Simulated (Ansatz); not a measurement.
Data:

GaSb:
```yaml
crystal:
  lattice:
    - [3.61477, 0.00000, 0.00000]
    - [0.00000, 3.61477, 0.00000]
    - [0.00000, 0.00000, 3.61477]
  atoms:
    - { symbol: Ga, position: [0.00000, 0.00000, 0.00000] }
    - { symbol: Sb, position: [0.50000, 0.50000, 0.50000] }
```

This is the PBE-relaxed structure.

### Question
All from plane-wave PAW PBE (Ansatz code), unless another level is named. Give the electronic character.

### Answer
metallic (no gap).

### Question
Predict the formation energy from the elements (no fitted shifts).

### Answer
0.14 eV/atom.

### Question
And the density of states at the Fermi level?

### Answer
0.55 states/eV per atom (mean over ±0.08 eV).

### Question
Predict the gap with spin–orbit coupling.

### Answer
none (metallic).

Space group Pm-3m (CsCl type). The cell is a constructed one: a structure type filled with these elements; neither database checked (COD, Materials Project) lists it. It is not the phase usual at ambient conditions (space group No. 216). Symmetry was held in the PBE relaxation; whether a distortion lowers the energy is not shown. The references are the lowest solids computed at this level, not always the standard phases. Spin–orbit coupling is left out wherever it is not named.

Potentials: the earlier of the program's two PAW sets.
